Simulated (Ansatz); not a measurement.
**CdTe: reading a single point**

```xyz
2
Lattice="0.0000 3.1241 3.1241 3.1241 0.0000 3.1241 3.1241 3.1241 0.0000" Properties=species:S:1:pos:R:3 pbc="T T T"
Te    1.5621    1.5621    1.5621
Cd    0.0000    0.0000    0.0000
```

Single point in Ansatz 0.2.0 with r2SCAN, no spin polarisation. Cutoff 500 eV, PAW datasets, 7×7×7 Γ-centred k mesh, gaussian filling (width 0.0202 eV).

Contacts: Te–Cd at 2.71 Å: least valence density 0.40 e/Å³ and ELF 0.37 there. Both are smooth PAW fields, read partly inside the augmentation spheres.
Formation energy: -0.46 eV an atom against the elements' usual phases (free molecules for gases, crystals otherwise, with no correction for O₂ or N₂), so it is bound against them; other compounds may still compete. Relaxing would lower it.
Electronic structure: The gap is 1.64 eV, direct at the points sampled. A semilocal functional usually gives too small a gap.
Charges: Bader charges in e: Cd +0.56, Te -0.56. In the mean Cd gives up most and Te takes most.
Stress: The pressure is 8.2 GPa (compression positive), so with the atoms held at these fractions the cell would first expand.

Origin: a database entry at a rescaled volume. Caveats: no spin-orbit coupling, which can shift this gap by tenths of an eV.
